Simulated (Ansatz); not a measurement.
Si in space group I4_132 (No. 214; Si on 8a) under volume change, the program Ansatz at the r²SCAN level (PAW), scaled uniformly.

```csv
V (Å³/atom),E − E(relaxed) (meV/atom),P (GPa)
29.636,[?],[?]
30.613,[?],[?]
31.590,4.9,1.64
32.567,0.0,0.00
33.544,4.4,-1.39
34.521,16.5,-2.55
35.498,34.9,-3.45
```

### Question
What belongs in the gaps?

### Answer

- 29.636, E − E(relaxed) (meV/atom): 49.2
- 29.636, P (GPa): 5.84
- 30.613, E − E(relaxed) (meV/atom): 20.6
- 30.613, P (GPa): 3.57

### Question
What does a third-order Birch–Murnaghan fit give for V₀, B₀ and B′?

### Answer
V₀ = 32.57 Å³/atom, B₀ = 49.6 GPa, B′ = 4.8.

The start of the workflow was typed in or built on a structure type; neither database checked (COD, Materials Project) lists it. It is not the phase usual at ambient conditions (space group No. 227). The cell was relaxed with r²SCAN under the symmetry of its start. At this level the phase is mechanically unstable.

Potentials: the later of the program's two PAW sets.
